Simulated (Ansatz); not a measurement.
BaTiO$_{3}$:
```
CELL_PARAMETERS angstrom
      3.99442     0.00000     0.00000
      0.00000     3.99442     0.00000
      0.00000     0.00000     3.99442
ATOMIC_POSITIONS crystal
  Ba 0.50000 0.50000 0.50000
  Ti 0.00000 0.00000 0.00000
  O  0.50000 0.00000 0.00000
  O  0.00000 0.50000 0.00000
  O  0.00000 0.00000 0.50000
```

Tensor components refer to the Cartesian frame of this cell.

Question: Give the high-frequency dielectric tensor and the Born effective charge tensors of the independent atoms from DFPT, DFT-r²SCAN in the program Ansatz with PAW potentials.

Answer: 
ε∞:
```
6.04  0.00  0.00
0.00  6.04  0.00
0.00  0.00  6.04
```
Z* of atom 1 (Ba), rows: field, columns: displacement, in e:
```
2.74  0.00  0.00
0.00  2.74  0.00
0.00  0.00  2.74
```
Z* of atom 2 (Ti), rows: field, columns: displacement, in e:
```
7.21  0.00  0.00
0.00  7.21  0.00
0.00  0.00  7.21
```
Z* of atom 3 (O), rows: field, columns: displacement, in e:
```
-5.72   0.00   0.00
 0.00  -2.12   0.00
 0.00   0.00  -2.12
```

Static charges for comparison (Bader): Ba1 +1.57, Ti2 +2.32, O3 -1.30 e. Born charges measure polarisation by displacement and can exceed these by far.

Space group Pm-3m (cubic perovskite). This is a known high-temperature phase of the composition, computed here at zero pressure and temperature. Symmetry was held in the r²SCAN relaxation. At this level the phase is dynamically unstable (imaginary phonons). The run is not spin-polarised. Spin–orbit coupling is left out wherever it is not named.

Potentials: the earlier of the program's two PAW sets.
